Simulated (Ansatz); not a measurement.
An elastic tensor (GPa, Voigt order, standard axes) from DFT-PBEsol in the program Ansatz with PAW potentials:

```
     1    2    3    4    5     6
-  ---  ---  ---  ---  ---  ----
1  395  146  207  0.0  0.0   0.0
2  146  395  207  0.0  0.0   0.0
3  207  207  324  0.0  0.0   0.0
4  0.0  0.0  0.0  114  0.0   0.0
5  0.0  0.0  0.0  0.0  114   0.0
6  0.0  0.0  0.0  0.0  0.0  47.6
```

Question: Pick the material that matches.
(A) BW2, I4/mcm (B on 4a, W on 8h)
(B) Mg2SeS, P-4m2 (Mg on 2g, Se on 1b, S on 1d)
(C) AlPt3, I4/mcm (Al on 4b, Pt on 4a, Pt on 8h)
(D) Al2Cu, P4/mmm (Al on 2e, Cu on 1a)

Answer: C, AlPt3, I4/mcm (Al on 4b, Pt on 4a, Pt on 8h)

The first step of the workflow began from a Materials Project structure, measured or hypothetical; the Crystallography Open Database copy checked does not list it. Its standing as an ambient phase is unchecked. The cell was relaxed with PBEsol under the symmetry of its start; its stability against distortions is not shown here. The run is not spin-polarised. As this level gives no gap, shear constants depend on the k-mesh and smearing (Fermi–Dirac, 0.1 eV here). Spin–orbit coupling is left out wherever it is not named.

Potentials: the later of the program's two PAW sets.
